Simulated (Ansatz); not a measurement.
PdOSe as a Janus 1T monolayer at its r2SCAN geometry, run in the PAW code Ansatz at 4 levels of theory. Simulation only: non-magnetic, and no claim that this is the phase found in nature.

The PBE+SOC input:
```yaml
crystal:
  lattice:
    - [3.3791011829, 0.0, 0.0]
    - [-1.6895505914, 2.9263874663, 0.0]
    - [0.0, 0.0, 29.3526821848]
  atoms:
    - { symbol: Pd, position: [0.0, 0.0, 0.3116441162] }
    - { symbol: O, position: [0.3333333333, 0.6666666667, 0.3434221421] }
    - { symbol: Se, position: [0.6666666667, 0.3333333333, 0.2647815372] }
  periodic: [true, true, false]
kpoints:
  mp_grid: { grid: [12, 12, 1] }
  band_path:
    path:
      - [0.0, 0.0, 0.0]
      - [0.5, 0.0, 0.0]
      - [0.3333333333, 0.3333333333, 0.0]
      - [-0.135417, 0.270833, 0.0]
    npoints: 1
hamiltonian:
  xc: pbe
scf:
  occupations: { method: fermi_dirac, width: 0.02 }
  n_extra_bands: 8
magnetization:
  noncollinear: true
  spin_orbit: true
output:
  forces: true
  stress: true
  eigenvalues: true
```

Main results, then, where recorded, the levels near the gap in eV from the Fermi energy (columns number the bands from 0), one row a point of the path (Γ, M, K, K–Γ (0.59)):
```
Crystal: 3 atoms, lattice volume = 290.256 Å³
Symmetry: 6 space group operations + 6 with time reversal
Magnetic group: BNS 156.50 (UNI 1280)
```
```
Basis set: ecut = 420 eV, 5739 PW (Γ)
k-points: 19 of 144 (time reversal used)
SCF converged after 13 iterations
Free energy (F): -13009.447845 eV
Fermi energy:    -6.149304 eV
--- Forces (eV/Å), atoms counted from 1 ---
  atom   1  Pd      0.00000      0.00000      0.05904
  atom   2  O       0.00000      0.00000      0.24357
  atom   3  Se      0.00000      0.00000    -0.30256
--- 2D stress c σ (N/m, compression-positive) ---
        1.941883       0.000000       0.000000
        0.000000       1.941883       0.000000
        0.000000       0.000000       0.000000
  P = ½ c Tr σ = 1.9419 N/m
```
```tsv
band_34	band_35	band_36	band_37	band_38	band_39	band_40	band_41	band_42	band_43	band_44	band_45
-0.694	-0.694	-0.574	-0.574	-0.552	-0.552	2.418	2.418	2.533	2.533	4.107	4.107
-2.088	-2.088	-1.908	-1.908	-1.103	-1.103	1.437	1.437	2.003	2.003	5.869	5.869
-1.876	-1.811	-1.725	-1.633	-0.871	-0.814	0.145	0.194	2.023	2.027	7.262	7.265
-1.389	-1.300	-0.845	-0.705	-0.255	-0.172	0.974	1.050	1.602	1.653	5.148	5.154
```

With PBE+SOC the valence top lies at K–Γ (0.59 of the way from K) and the conduction bottom at K, 0.32 eV higher; the smallest vertical gap, at K, is 0.96 eV.

r2SCAN. Against the first input these blocks differ (the band path and keys that only write files left aside):
```yaml
hamiltonian:
  xc: r2scan
scf:
  occupations: { method: fixed }
  n_extra_bands: 4
```
(magnetization left out)

```
Basis set: ecut = 500 eV, 7367 PW (Γ)
k-points: 19 of 144 (time reversal used)
SCF converged after 11 iterations
Free energy (F): -13030.208362 eV
Fermi energy:    -6.704516 eV
--- Forces (eV/Å), atoms counted from 1 ---
  atom   1  Pd      0.00000      0.00000      0.00181
  atom   2  O       0.00000      0.00000    -0.00160
  atom   3  Se      0.00000      0.00000    -0.00025
--- 2D stress c σ (N/m, compression-positive) ---
       -0.003452       0.000000       0.000000
        0.000000      -0.003452       0.000000
        0.000000       0.000000       0.000000
  P = ½ c Tr σ = -0.0035 N/m
```
```tsv
band_17	band_18	band_19	band_20	band_21	band_22
-0.372	-0.372	-0.342	2.874	2.874	5.008
-1.937	-1.773	-0.872	1.830	2.400	6.691
-1.621	-1.557	-0.671	0.528	2.452	8.131
-1.132	-0.563	0.016	1.429	2.031	6.043
```

The r2SCAN gap is indirect, 0.51 eV (K–Γ (0.59 of the way from K) to K), below the direct gap of 1.20 eV at K. The mean stress is close to zero (0.00 N/m).

HSE06. Against the first input these blocks differ (the band path and keys that only write files left aside):
```yaml
kpoints:
  mp_grid: { grid: [6, 6, 1] }
hamiltonian:
  xc: hse06
scf:
  occupations: { method: fixed }
  n_extra_bands: 4
```
(magnetization left out)

```
Basis set: ecut = 420 eV, 5739 PW (Γ)
k-points: 7 of 36 (time reversal used)
Exchange kernel: α = 0.2500, screened, ω = 0.2079 Å⁻¹, Wigner–Seitz truncation, v(0) = 1045.6207 eV·Å³, q-mesh 6×6×1
hybrid outer 1: dexx = +2.674e-2 eV, tail = 1.84e-4 eV
hybrid outer 2: dexx = +3.248e-6 eV, tail = 1.06e-7 eV, Δε = 2.32e-3 eV, ΔF = 4.55e-2 eV/Å
hybrid outer 3: dexx = +5.914e-9 eV, tail = 1.74e-9 eV, Δε = 2.81e-4 eV, ΔF = 1.24e-3 eV/Å
hybrid SCF converged: 3 outer / 23 inner (+8 warm-up)
Free energy (F): -13010.453491 eV
Fermi energy:    -7.329753 eV
--- Forces (eV/Å), atoms counted from 1 ---
  atom   1  Pd      0.00000      0.00000      0.12745
  atom   2  O       0.00000      0.00000    -0.39718
  atom   3  Se      0.00000      0.00000      0.26961
--- 2D stress c σ (N/m, compression-positive) ---
       -1.750337       0.000000       0.000000
        0.000000      -1.750337       0.000000
        0.000000       0.000000       0.000000
  P = ½ c Tr σ = -1.7503 N/m
```
```tsv
band_17	band_18	band_19	band_20	band_21	band_22
-0.422	-0.141	-0.141	3.775	3.775	5.281
-2.346	-1.754	-0.953	2.706	3.306	7.307
-1.788	-1.694	-0.938	1.256	3.407	8.757
-1.127	-0.514	0.040	2.193	2.890	6.292
```

HSE06 gives an indirect gap of 1.22 eV, from K–Γ (0.59 of the way from K) to K; the least direct gap is 2.15 eV at K–Γ (0.59 of the way from K). The mean in-plane stress at these positions is -1.8 N/m, compression counted positive. (The program warns that its thresholds are loose for a hybrid's stress.)

Hartree-Fock. Against the first input these blocks differ (the band path and keys that only write files left aside):
```yaml
kpoints:
  mp_grid: { grid: [6, 6, 1] }
hamiltonian:
  xc: hf
scf:
  occupations: { method: fixed }
  n_extra_bands: 4
```
(magnetization left out)

```
Basis set: ecut = 420 eV, 5739 PW (Γ)
k-points: 7 of 36 (time reversal used)
hybrid outer 1: dexx = +2.378e0 eV, tail = 5.21e-2 eV
hybrid outer 2: dexx = +3.296e-3 eV, tail = 4.14e-4 eV, Δε = 5.57e-2 eV, ΔF = 6.42e-1 eV/Å
hybrid outer 3: dexx = +1.794e-4 eV, tail = 1.31e-5 eV, Δε = 3.36e-2 eV, ΔF = 4.41e-2 eV/Å
hybrid outer 4: dexx = +2.041e-6 eV, tail = 2.91e-7 eV, Δε = 2.48e-3 eV, ΔF = 1.30e-2 eV/Å
hybrid outer 5: dexx = +4.365e-8 eV, tail = 2.39e-9 eV, Δε = 4.56e-4 eV, ΔF = 9.00e-4 eV/Å
hybrid SCF converged: 5 outer / 40 inner (+9 warm-up)
Free energy (F): -12899.755344 eV
Fermi energy:    -10.253707 eV
--- Forces (eV/Å), atoms counted from 1 ---
  atom   1  Pd      0.00000      0.00000      1.41017
  atom   2  O       0.00000      0.00000    -1.62601
  atom   3  Se      0.00000      0.00000      0.21604
--- 2D stress c σ (N/m, compression-positive) ---
       -3.584361       0.000000       0.000000
        0.000000      -3.584361       0.000000
        0.000000       0.000000       0.000000
  P = ½ c Tr σ = -3.5844 N/m
```
```tsv
band_17	band_18	band_19	band_20	band_21	band_22
-1.385	0.000	0.000	8.476	9.310	10.005
-3.742	-2.227	-1.993	8.912	9.624	12.621
-3.063	-2.839	-2.324	6.865	9.985	14.083
-1.873	-0.905	-0.620	8.062	9.063	9.457
```

With Hartree-Fock the valence top lies at Γ and the conduction bottom at K, 6.87 eV higher; the smallest vertical gap, at Γ, is 8.48 eV. With the atoms held, the mean in-plane stress is -3.6 N/m (compression positive). The stress of a hybrid is loosely converged here.

The hybrids run on coarser meshes, which limits their stresses and small splittings of levels.

Totals of different functionals, or with and without spin-orbit coupling, can't be compared.

Only the levels marked +SOC include spin-orbit coupling.

For some runs the program warns that the potential is rough where the density is thin, which bears on empty states near the vacuum.
